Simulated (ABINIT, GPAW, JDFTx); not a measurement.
**Cost and result for the net moment per atom of CoO**

```cif
data_structure
_symmetry_space_group_name_H-M 'Fm-3m'
_symmetry_Int_Tables_number 225
_cell_length_a 4.2630
_cell_length_b 4.2630
_cell_length_c 4.2630
_cell_angle_alpha 90.000
_cell_angle_beta 90.000
_cell_angle_gamma 90.000
_cell_volume 77.47
loop_
_atom_site_label
_atom_site_type_symbol
_atom_site_symmetry_multiplicity
_atom_site_Wyckoff_symbol
_atom_site_fract_x
_atom_site_fract_y
_atom_site_fract_z
_atom_site_occupancy
Co1 Co 4 a 0.00000 0.00000 0.00000 1
O1 O 4 b 0.50000 0.00000 0.00000 1
```

| rung | level | program and potentials | cutoff (eV) | k mesh | smearing | core time | chip | net moment per atom (μB) | notes |
| --- | --- | --- | --- | --- | --- | --- | --- | --- | --- |
| GGA + U (7 eV) | PBEsol+U (Co d U = 7 eV) | GPAW, PAW data sets generated for this functional | 800 | 8 × 8 × 8 | gaussian 0.05 | 19 s | Arm Neoverse V2 | 1.50 | 7.5 valence electrons an atom on average |
| meta-GGA + U (3 eV) | r2SCAN+U (Co d U = 3 eV) | GPAW, GPAW PAW data sets (gpaw-data 1.2.1) | 800 | 8 × 8 × 8 | gaussian 0.05 | 40 s | Arm Neoverse V2 | 1.50 | potentials made for PBE; 7.5 valence electrons an atom on average |
| GGA | PBE | ABINIT, JTH PAW PBE v2.0 | 707 | 11 × 11 × 11 | fermi-dirac 0.05 | 60 s | Intel Xeon 6975P-C Granite Rapids | 1.46 | 11.5 valence electrons an atom on average |
| GGA | PBE | JDFTx, PseudoDojo-SR-PBE-0.5-standard with smoothed tails | 1306 | 11 × 11 × 11 | fermi-dirac 0.05 | 4.6 min | Arm Neoverse V1 | 1.49 | 11.5 valence electrons an atom on average |

Times are single runs on shared hosts and different chips, so they are rough; meshes, cutoffs and the tasks' sizes weigh on the time. Task: single point. All rows: collinear spin, ferromagnetic start. Smearing widths are in eV. The cell comes from a database and isn't always the measured one. For a metal such meshes aren't converged. Meshes differ between rows, which moves values too. Meshes are those of the run's cell of 2 atoms unless a note names another. A magnetic state is the one that its parallel start led to; the crystal's real order can differ. Runs on faulty files, with rough fits or with known faults for this quantity aren't shown. No row holds spin-orbit coupling.

By rung: GGA + U (7 eV) 1.50; GGA 1.46 to 1.49; meta-GGA + U (3 eV) 1.50 (μB).
